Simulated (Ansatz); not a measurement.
## SiO₂: Quadrupolar parameters

The cell is a COD entry (listed for 0.7 GPa).

Space group P4_12_12 (No. 92); a = 4.9028, c = 6.7782 Å.

```
site  Wyckoff  site symmetry       x       y       z
  Si       4a            ..2  0.3086  0.3086  0.0000
   O       8b              1  0.2364  0.1198  0.1870
```

One atom of each set is listed.

All values are calculated (Ansatz; DFT, PBE, plane waves and PAW (field gradients read without the response of the frozen cores, which leaves them typically 4 to 6 % off), scalar-relativistic, 420 eV cutoff, Γ-centred 5×5×4 k-points, Fermi–Dirac smearing 0.02 eV), not measured.

Conventions: |V_zz| ≥ |V_yy| ≥ |V_xx|, η = (V_xx − V_yy)/V_zz, C_Q = eQV_zz/h.

¹⁷O: I = 5/2, Q = -25.58 mb. Nuclear quadrupole moments: year-2017 set (Pyykkö).

Problem. What field gradients does the calculation give at each kind of site?

Solution. 

```csv
site,atoms,first shell,V_zz (10²¹ V/m²),η,C_Q (MHz)
Si,4,4 O at 1.60–1.61 Å,-0.59,0.85,–
O,8,"2 Si at 1.60–1.61 Å, angle 142°",9.10,0.19,-5.63
```

At O V_zz runs parallel to the line that joins its two neighbours (within 1°).

Si has no stable isotope with a ground-state quadrupole moment in the table, so no C_Q is given.

The calculated pressure of 9 GPa (PBE) comes largely from the unrelaxed atoms: it is 2.3 GPa once they are relaxed in the same cell. The largest force is 0.5 eV/Å, so the atoms aren't at the calculated equilibrium and relaxing them would move these values.
